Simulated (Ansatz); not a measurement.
Ba$_{3}$MgNb$_{2}$O$_{9}$ in space group P-3m1 (No. 164; Pearson symbol hP15), DFT-PBEsol in the program Ansatz with PAW potentials, all energies at zero smearing, with the estimated change up to a 700 eV cutoff added, with one set of potentials and settings (totals compare only within such a set). Cell of 15 atoms (3 Ba, 1 Mg, 2 Nb, 9 O): -33560.796 eV.

| element | reference phase | E (eV/atom) |
|---|---|---|
| Ba | Im-3m, 1 atoms in the cell | -5862.6098 |
| Mg | P6_3/mmc, 2 atoms in the cell | -1912.0511 |
| Nb | Im-3m, 1 atoms in the cell | -4495.4542 |
| O | C2/m, 4 atoms in the cell, spin-polarised | -558.3554 |

Formation energy per atom, worked out: (-33560.796 − 3×(-5862.6098) − 1×(-1912.0511) − 2×(-4495.4542) − 9×(-558.3554))/15 = -2.987 eV/atom (-288 kJ per mol of atoms), at 0 K, without zero-point energy or fitted corrections.

The first step of the workflow began from a Materials Project structure, measured or hypothetical; the Crystallography Open Database files this formula in space group No. 164, but the cells were not matched. Its standing as an ambient phase is unchecked. The cell was relaxed with PBEsol under the symmetry of its start; its stability against distortions is not shown here. No spin polarisation was allowed. The references are the lowest solids computed at this level, not always the standard phases (solids in place of the gases). Scalar-relativistic: spin–orbit coupling is off unless named, which matters more the heavier the elements.

Potentials: the later of the program's two PAW sets.
